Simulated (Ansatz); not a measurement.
**Eigenvalues along a path: Sb (fcc type)**

```yaml
crystal:
  lattice:
    - [0.00000, 2.34396, 2.34396]
    - [2.34396, 0.00000, 2.34396]
    - [2.34396, 2.34396, 0.00000]
  atoms:
    - { symbol: Sb, position: [0.00000, 0.00000, 0.00000] }
```

The cell comes from a relaxation on PAW files under the same functional, begun from a prototype that needn't be the stable phase.

Level of theory: DFT with LDA, scalar-relativistic, in Ansatz 0.2.0; a Γ-centred 15×15×15 k mesh, Fermi–Dirac smearing of 0.1 eV, no spin polarisation. LAPW: all electrons, basis error target 1 meV/atom.

Spin–orbit coupling is left out, which matters for the heavy atoms.

Path points, in fractions of the reciprocal vectors: Γ (0.000, 0.000, 0.000), X (0.500, 0.000, 0.500), U (0.625, 0.250, 0.625), K (0.375, 0.375, 0.750), L (0.500, 0.500, 0.500), W (0.500, 0.250, 0.750). The distance column jumps between branches of the path. Levels in eV from the Fermi level; bands 10 to 14, counted from the lowest band of the run. The gap is zero, the pressure 0.02 GPa.

```
# k(1/Å) point b10 b11 b12 b13 b14
0.000 Γ -13.34 5.51 5.51 5.51 10.25
0.191 - -13.20 4.94 4.95 4.95 8.95
0.383 - -12.78 3.61 3.82 3.82 7.66
0.574 - -12.09 1.90 2.66 2.66 6.61
0.766 - -11.13 -0.06 1.68 1.68 5.80
0.957 - -9.92 -2.13 0.94 0.94 5.06
1.149 - -8.56 -4.06 0.49 0.49 4.46
1.340 X -7.67 -5.16 0.33 0.33 4.27
1.408 - -7.66 -5.14 0.14 0.35 4.37
1.476 - -7.65 -5.08 -0.33 0.41 4.50
1.543 - -7.62 -4.99 -0.94 0.50 4.60
1.611 - -7.60 -4.85 -1.57 0.62 4.72
1.679 - -7.60 -4.68 -2.18 0.78 4.85
1.746 - -7.62 -4.47 -2.72 0.98 5.02
1.814 U -7.70 -4.22 -3.16 1.20 5.21
2.635 K -7.70 -4.22 -3.16 1.20 5.21
2.838 - -8.40 -3.64 -3.27 2.05 5.97
3.041 - -9.63 -2.98 -2.01 3.10 7.00
3.244 - -10.89 -1.64 -0.48 4.21 8.30
3.447 - -11.94 0.14 1.28 5.09 9.87
3.650 - -12.72 2.22 3.15 5.49 9.37
3.853 - -13.19 4.34 4.81 5.54 9.32
4.057 Γ -13.34 5.51 5.51 5.51 10.25
4.222 - -13.24 4.52 5.37 5.37 9.44
4.388 - -12.92 2.47 5.03 5.03 8.95
4.554 - -12.40 0.24 4.63 4.63 8.67
4.720 - -11.69 -1.89 4.27 4.27 8.53
4.886 - -10.81 -3.81 3.98 3.98 8.52
5.051 - -9.89 -5.37 3.80 3.80 8.62
5.217 L -9.38 -6.09 3.74 3.74 8.71
5.353 - -9.32 -6.02 3.11 3.55 8.50
5.488 - -9.14 -5.80 1.79 2.95 7.85
5.623 - -8.84 -5.44 0.35 2.01 7.75
5.759 - -8.45 -4.95 -1.00 0.92 8.03
5.894 - -8.00 -4.35 -2.16 -0.17 8.56
6.030 - -7.60 -3.70 -3.00 -1.13 9.23
6.165 W -7.42 -3.32 -3.32 -1.62 9.65
6.261 - -7.43 -3.80 -2.79 -1.55 9.13
6.356 - -7.47 -4.21 -2.20 -1.35 8.12
6.452 - -7.52 -4.55 -1.58 -1.03 7.04
6.548 - -7.58 -4.81 -0.94 -0.62 6.02
6.644 - -7.62 -5.01 -0.33 -0.19 5.15
6.739 - -7.65 -5.12 0.14 0.18 4.51
6.835 X -7.67 -5.16 0.33 0.33 4.27
```
